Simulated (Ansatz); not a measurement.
AlGa₂Sb₃: rattling a relaxed structure

The structure comes from a generated guess, relaxed at this level; another structure or a mixture of phases may lie lower.

Theory: DFT PBE, scalar-relativistic, plane waves, PAW in Ansatz 0.2.0. Cutoff 420 eV; k points 12×12×2 on the computed 12-atom cell (Γ-centred); Gaussian smearing, width 0.10 eV; no spin polarisation.

The cell below (12 atoms, space group P3m1 (No. 156)) is relaxed within its symmetry.

```
CELL_PARAMETERS angstrom
4.38285 0.00000 0.00000
-2.19142 3.79566 0.00000
0.00000 0.00000 21.66410
ATOMIC_POSITIONS crystal
Al 0.00000 0.00000 0.16662
Al 0.00000 0.00000 0.83319
Ga 0.00000 0.00000 0.50019
Ga 0.66667 0.33333 0.00034
Ga 0.66667 0.33333 0.33378
Ga 0.66667 0.33333 0.66674
Sb 0.00000 0.00000 0.29165
Sb 0.00000 0.00000 0.62486
Sb 0.00000 0.00000 0.95821
Sb 0.66667 0.33333 0.12488
Sb 0.66667 0.33333 0.45835
Sb 0.66667 0.33333 0.79140
```

For the test it was strained at random (σ = 1.5 % a component), the atoms were moved at random (σ = 0.10 Å), and all was relaxed again on a coarse 6×6×1 mesh (in the run’s order of axes) with 0.20 eV smearing, with no symmetry imposed.

These runs have no spin–orbit coupling, which can matter for Sb.

Q: Does it come back?

A: It returns, within 1 meV/atom of the unmoved cell on that mesh and with the same symmetry when read at 0.1 Å (Cm at 0.01 Å, so small strains and shifts remain). So it is stable against the distortions that fit this cell and that this random move excites. Modes that don't fit the cell aren't tested.
